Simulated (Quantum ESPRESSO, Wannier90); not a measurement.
## Wannierisation of TaS₂ (R3m)

Materials Project entry mp-10014; symmetrised, unrelaxed at this level. Not found in the COD (Crystallography Open Database) copy used, which has the formula in other groups; not checked further. Computed values, not measurements, from LDA: Quantum ESPRESSO (norm-conserving PseudoDojo potentials, cutoff 47 Ry, no spin polarisation, no spin-orbit coupling) on a Γ-centred 10×10×10 mesh, then Wannier90. Density: 10×10×10 mesh, cold smearing 0.01 Ry. The cell is built of weakly bound layers, chains or molecules. Database cells relaxed without dispersion often hold them too far apart, which can enlarge gaps and weakens couplings between them; spacing and stacking were not compared with the measured crystal. Spin-orbit coupling is left out although heavy elements are present.

```
begin unit_cell_cart
ang
   -1.6688151367    2.8904726053    0.0000000000
   -3.3376302735    0.0000000000    0.0000000000
   -1.6688151367    0.9634908684    6.3284130000
end unit_cell_cart
mp_grid = 10 10 10
```

### Question
Which shells of neighbouring k-points and which b-vectors and weights does Wannier90 pick for this cell and mesh?

### Answer
```
 *---------------------------------- K-MESH ----------------------------------*
 +----------------------------------------------------------------------------+
 |                    Distance to Nearest-Neighbour Shells                    |
 |                    ------------------------------------                    |
 |          Shell             Distance (Ang^-1)          Multiplicity         |
 |          -----             -----------------          ------------         |
 |             1                   0.099285                      2            |
 |             2                   0.198571                      2            |
 |             3                   0.219881                      6            |
 |             4                   0.227230                      6            |
 |             5                   0.254513                      6            |
 |             6                   0.273193                      6            |
 |             7                   0.297856                      2            |
 |             8                   0.317681                      6            |
       ... (lines left out)
 +----------------------------------------------------------------------------+
 | The b-vectors are chosen automatically                                     |
 | The following shells are used:                       1,  3                 |
 +----------------------------------------------------------------------------+
 |                        Shell   # Nearest-Neighbours                        |
 |                        -----   --------------------                        |
 |                          1               2                                 |
 |                          2               6                                 |
 +----------------------------------------------------------------------------+
 | Completeness relation is fully satisfied [Eq. (B1), PRB 56, 12847 (1997)]  |
 +----------------------------------------------------------------------------+
 |                  b_k Vectors (Ang^-1) and Weights (Ang^2)                  |
 |                  ----------------------------------------                  |
 |            No.         b_k(x)      b_k(y)      b_k(z)        w_b           |
 |            ---        --------------------------------     --------        |
 |             1         0.000000    0.000000    0.099285    48.370963        |
 |             2         0.000000    0.000000   -0.099285    48.370963        |
 |             3        -0.188253   -0.108688   -0.033095     7.054345        |
 |             4         0.000000    0.217376   -0.033095     7.054345        |
 |             5        -0.188253    0.108688    0.033095     7.054345        |
 |             6         0.188253    0.108688    0.033095     7.054345        |
 |             7         0.000000   -0.217376    0.033095     7.054345        |
 |             8         0.188253   -0.108688   -0.033095     7.054345        |
```
